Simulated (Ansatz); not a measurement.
Ir: what symmetry allows forces and stress to be

```xyz
2
Lattice="2.7569 0.0000 0.0000 -1.3784 2.3875 0.0000 0.0000 0.0000 4.8728" Properties=species:S:1:pos:R:3 pbc="T T T"
Ir    1.3784    0.7958    3.7638
Ir    0.0000    1.5917    1.1090
```

The calculation used DFT PBEsol, scalar-relativistic, plane waves, PAW in Ansatz 0.2.0.

Plane waves to 420 eV, a k mesh through Γ of 15×15×8 on the computed 2-atom cell and Gaussian smearing (0.10 eV); no spin polarisation.

This distorted cell has space group P-3m1, with 12 operations.

Task: Without a calculation: in which directions can each atom feel a force?

Result: A force must be left unchanged by every operation that keeps its atom in place, so it lies in the space that those operations leave fixed. Atoms that the group maps onto each other feel forces of one size.
| atom | site symmetry | operations at the site | equivalent to atom | allowed force (Cartesian) |
| --- | --- | --- | --- | --- |
| Ir1 | 3m. | 6 | 1 | along (0.00, 0.00, 1.00) |
| Ir2 | 3m. | 6 | 1 | along (0.00, 0.00, 1.00) |

That leaves 1 independent force component of 6. A relaxation in this cell that keeps the symmetry moves the atoms in these directions alone.

Task: And the stress tensor?

Result: It must be invariant under the point group, which leaves 2 independent components: yz, xz, xy vanish; xx = yy.

Task: Do the computed values obey this?

Result: Yes. Forces (eV/Å):
```
Ir1  0.000  0.000 -0.636
Ir2  0.000  0.000  0.636
```

Stress (GPa, compression positive, xx yy zz yz xz xy): -24.34 -24.34 -36.27 0.00 0.00 0.00. The program imposes the same operations on density, forces and stress, so this confirms the analysis and is no independent test of the calculation.

Spin–orbit coupling is left out, which can shift energies with elements as heavy as these.

This form isn't the element's structure at ambient conditions.